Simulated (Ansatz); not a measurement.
A generator proposed this cell of B₄MoRu.

Space group F-43m (No. 216). a = 6.172 Å, b = 6.172 Å, c = 6.172 Å, α = 90.00°, β = 90.00°, γ = 90.00°
```json
{"atom": "B", "site": "16e", "symmetry": ".3m", "x": "0.6254", "y": "0.1254", "z": "0.8746"}
{"atom": "Mo", "site": "4a", "symmetry": "-43m", "x": "0.0000", "y": "0.0000", "z": "0.0000"}
{"atom": "Ru", "site": "4d", "symmetry": "-43m", "x": "0.2500", "y": "0.2500", "z": "0.7500"}
```

Method: Ansatz, DFT PBE, scalar-relativistic, plane waves, PAW. Settings: cutoff 420 eV, Γ-centred mesh 6×6×6 on the computed 6-atom cell, Gaussian smearing of 0.10 eV; no spin polarisation.

Formation energies are uncorrected and refer to the elements' standard structures at the same level.

Problem. How far from equilibrium is it?

Solution. The pressure is -30.4 GPa (it wants to contract), the largest force is 0.05 eV/Å, and the energy is +0.67 eV/atom against the elements. The shortest distance is 2.17 Å.

Problem. How much does it gain on relaxing, and where does it end?

Solution. Relaxing gains about 0.13 eV/atom (the start's value is from the coarse mesh, so the gain is rough) in 14 ionic steps and ends at +0.54 eV/atom on the finer mesh. The symmetry stays F-43m (No. 216). The volume per atom shrinks by 11.7 %, from 9.8 to 8.6 Å³. The shortest distance goes from 2.17 Å (B–B) to 1.97 Å (B–B). Conventional cell: a = 5.920 Å. B has 3 B at 1.97 Å, 3 B at 2.22 Å, 3 Ru at 2.44 Å and 3 Mo at 2.47 Å; around Mo lie 12 B at 2.47 Å and 4 Ru at 2.56 Å; Ru has 12 B at 2.44 Å and 4 Mo at 2.56 Å.

The last run used a 12×12×12 mesh for its 6-atom cell and Gaussian smearing of 0.10 eV. The relaxation can't lower the symmetry of the start. Symmetry constrained the relaxation, so the result can be a saddle point. Another cell of B4MoRu relaxed alike, in P6/mmm, lies 0.63 eV/atom lower, so this cell isn't the stable form at this level.
